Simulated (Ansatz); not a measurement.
GeRh2:
```yaml
crystal:
  lattice:
    - [5.41734, 0.00000, 0.00000]
    - [0.00000, 4.00154, 0.00000]
    - [0.00000, 0.00000, 7.57719]
  atoms:
    - { symbol: Ge, position: [0.29013, 0.75000, 0.60402] }
    - { symbol: Ge, position: [0.70987, 0.25000, 0.39598] }
    - { symbol: Ge, position: [0.20987, 0.25000, 0.10402] }
    - { symbol: Ge, position: [0.79013, 0.75000, 0.89598] }
    - { symbol: Rh, position: [0.96933, 0.75000, 0.20668] }
    - { symbol: Rh, position: [0.03067, 0.25000, 0.79332] }
    - { symbol: Rh, position: [0.53067, 0.25000, 0.70668] }
    - { symbol: Rh, position: [0.46933, 0.75000, 0.29332] }
    - { symbol: Rh, position: [0.83660, 0.75000, 0.56933] }
    - { symbol: Rh, position: [0.16340, 0.25000, 0.43067] }
    - { symbol: Rh, position: [0.66340, 0.25000, 0.06933] }
    - { symbol: Rh, position: [0.33660, 0.75000, 0.93067] }
```

Relaxed with PBEsol. Special points in fractions of this cell's reciprocal vectors: Γ (0.000, 0.000, 0.000); X (0.500, 0.000, 0.000); S (0.500, 0.500, 0.000); Y (0.000, 0.500, 0.000); Z (0.000, 0.000, 0.500); U (0.500, 0.000, 0.500); R (0.500, 0.500, 0.500); T (0.000, 0.500, 0.500).

List the band energies nearest the Fermi level at these points for plane-wave PAW PBEsol (Ansatz code).

In eV from the Fermi level; about four levels below and three above (degenerate sets whole), none deeper than 8.9 eV; points with the same levels are listed once.

```tsv
k	below	above
Γ	-0.74 -0.52 -0.36 -0.05	0.12 0.12 0.72
X	-0.40 -0.40 -0.20 -0.20	0.19 0.19 1.88 1.88
S	-0.78 -0.78 -0.78 -0.78	0.35 0.35 0.35 0.35
Y	-1.03 -1.03 -0.71 -0.71	0.04 0.04 0.12 0.12
Z	-0.27 -0.27 -0.02 -0.02	0.02 0.02 0.93 0.93
U	-0.76 -0.76 -0.43 -0.43	0.12 0.12 0.65 0.65
R	-0.90 -0.90 -0.90 -0.90	0.51 0.51 0.51 0.51
T	-1.09 -1.09 -0.49 -0.49	0.07 0.07 0.88 0.88
```

Space group Pnma. The workflow started from an entry of the Crystallography Open Database (COD). Whether it is the stable phase at ambient conditions was not checked. Symmetry was held in the PBEsol relaxation; its stability against distortions is not shown here. The run is not spin-polarised. Scalar-relativistic: spin–orbit coupling is off unless named, which matters more the heavier the elements.

Potentials: the later of the program's two PAW sets.
